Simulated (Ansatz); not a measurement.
**Is this AlIn₂Sb₃ structure a true minimum?**

The cell was found from a structure generator's guess, not taken from experiment.

Computed with DFT PBE, scalar-relativistic, plane waves, PAW (Ansatz). Cutoff 420 eV; k points 12×12×2 on the computed 12-atom cell (Γ-centred); Gaussian smearing, width 0.10 eV; no spin polarisation.

The cell below (12 atoms, space group P3m1 (No. 156)) is relaxed within its symmetry.

```cif
data_structure
_symmetry_space_group_name_H-M 'P 1'
_symmetry_Int_Tables_number 1
_cell_length_a 4.5782
_cell_length_b 4.5782
_cell_length_c 22.6509
_cell_angle_alpha 90.000
_cell_angle_beta 90.000
_cell_angle_gamma 120.000
_cell_volume 411.15
loop_
_atom_site_label
_atom_site_type_symbol
_atom_site_fract_x
_atom_site_fract_y
_atom_site_fract_z
_atom_site_occupancy
Al1 Al 0.33333 0.66667 0.99721 1
Al2 Al 0.33333 0.66667 0.66903 1
In1 In 0.66667 0.33333 0.16217 1
In2 In 0.66667 0.33333 0.50572 1
In3 In 0.66667 0.33333 0.83405 1
In4 In 0.33333 0.66667 0.33381 1
Sb1 Sb 0.66667 0.33333 0.28870 1
Sb2 Sb 0.66667 0.33333 0.63285 1
Sb3 Sb 0.66667 0.33333 0.96107 1
Sb4 Sb 0.33333 0.66667 0.11668 1
Sb5 Sb 0.33333 0.66667 0.46043 1
Sb6 Sb 0.33333 0.66667 0.78847 1
```

For the test it was strained at random (σ = 1.5 % a component), the atoms were moved at random (σ = 0.15 Å), and all was relaxed again on a coarse 6×6×1 mesh (in the run’s order of axes) with 0.20 eV smearing, with no symmetry imposed.

These runs have no spin–orbit coupling, which can matter for Sb.

Task: Is the structure stable against such a distortion?

Result: It returns, within 1 meV/atom of the unmoved cell on that mesh and with the same symmetry when read at 0.1 Å. No instability shows in this cell; modes of other wave vectors, which need another repeat, aren't tested. Another cell of AlIn2Sb3 relaxed alike, in I-4m2, lies 16 meV/atom lower, so this cell isn't the stable form at this level.
